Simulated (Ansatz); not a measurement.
What does Ansatz print for the nuclei with this input?

The cell is a computed structure from the Materials Project (it need not be an observed phase), atoms as given.

```yaml
crystal:
  lattice:
    - [0.0, 5.382871, 5.382871]
    - [5.382871, 0.0, 5.382871]
    - [5.382871, 5.382871, 0.0]
  atoms:
    - { symbol: Lu, position: [0.5, 0.5, 0.5] }
    - { symbol: Lu, position: [0.0, 0.0, 0.0] }
    - { symbol: B, position: [0.75, 0.75, 0.25] }
    - { symbol: B, position: [0.25, 0.25, 0.75] }
    - { symbol: B, position: [0.75, 0.25, 0.75] }
    - { symbol: B, position: [0.25, 0.75, 0.25] }
    - { symbol: B, position: [0.25, 0.75, 0.75] }
    - { symbol: B, position: [0.75, 0.25, 0.25] }
    - { symbol: H, position: [0.217554, 0.408176, 0.591824] }
    - { symbol: H, position: [0.782446, 0.591824, 0.408176] }
    - { symbol: H, position: [0.591824, 0.782446, 0.217554] }
    - { symbol: H, position: [0.408176, 0.217554, 0.782446] }
    - { symbol: H, position: [0.408176, 0.591824, 0.217554] }
    - { symbol: H, position: [0.591824, 0.408176, 0.782446] }
    - { symbol: H, position: [0.782446, 0.217554, 0.591824] }
    - { symbol: H, position: [0.217554, 0.782446, 0.408176] }
    - { symbol: H, position: [0.591824, 0.217554, 0.408176] }
    - { symbol: H, position: [0.408176, 0.782446, 0.591824] }
    - { symbol: H, position: [0.217554, 0.591824, 0.782446] }
    - { symbol: H, position: [0.782446, 0.408176, 0.217554] }
    - { symbol: H, position: [0.908176, 0.717554, 0.091824] }
    - { symbol: H, position: [0.091824, 0.282446, 0.908176] }
    - { symbol: H, position: [0.282446, 0.091824, 0.717554] }
    - { symbol: H, position: [0.717554, 0.908176, 0.282446] }
    - { symbol: H, position: [0.091824, 0.908176, 0.717554] }
    - { symbol: H, position: [0.908176, 0.091824, 0.282446] }
    - { symbol: H, position: [0.717554, 0.282446, 0.091824] }
    - { symbol: H, position: [0.282446, 0.717554, 0.908176] }
    - { symbol: H, position: [0.717554, 0.091824, 0.908176] }
    - { symbol: H, position: [0.282446, 0.908176, 0.091824] }
    - { symbol: H, position: [0.091824, 0.717554, 0.282446] }
    - { symbol: H, position: [0.908176, 0.282446, 0.717554] }
kpoints:
  mp_grid: { grid: [5, 5, 5] }
scf:
  occupations: { method: fermi_dirac, width: 0.02 }
hamiltonian:
  xc: r2scan
  pseudopotentials: { kind: paw }
output:
  forces: true
  stress: true
  populations: true
  efg:
    quadrupole_moments_barn: { Lu: 3.49, B: 0.04059, H: 0.00285783 }
    contact_densities: true
  write_density: true
  write_potential: true
  elf: true
  volumetric_format: npy
```

```sh
ansatz run input.yaml --threads 1 --pin off --max-ram 2560MiB --backend cpu --events-out ev --progress --plain --runs-dir out
```

Of the output, the block on the nuclei alone is shown; the set-up, the SCF iterations, energies, forces and stress are cut. One atom of each set with nearly equal values is shown.

```
--- PAW observables at the nuclei: V_zz in 10²¹ V/m², potentials from the cell's mean, atoms counted from 1 ---
  atom   1  Lu V_zz =    -0.000000   η = 0.0000   by run symmetry: forbidden   C_q = -0.0000 MHz
            electrostatic potential = -13856.912123 V   contact ρ = 6961500.290415 e/Å³
  atom   3  B  V_zz =    +0.003008   η = 0.0000   by run symmetry: allowed   C_q = +0.0030 MHz
            electrostatic potential = -318.953550 V   contact ρ = 484.763775 e/Å³
  atom   9  H  V_zz =    +1.657494   η = 0.2339   by run symmetry: allowed   C_q = +0.1145 MHz
            electrostatic potential = -37.410442 V   contact ρ = 3.126131 e/Å³
```

The run took 18 s of wall time (18 s of CPU time) and 1.7 GiB at its peak, on 1 thread of AMD EPYC 9R45 96-Core Processor (Zen 5) (x86_64; 32 cores open to the job, memory cap 2.5 GiB, no GPU), a shared host with a load of 0.5 a core.

The lattice is static: at room temperature BH₄ may turn and average the couplings of its hydrogen.
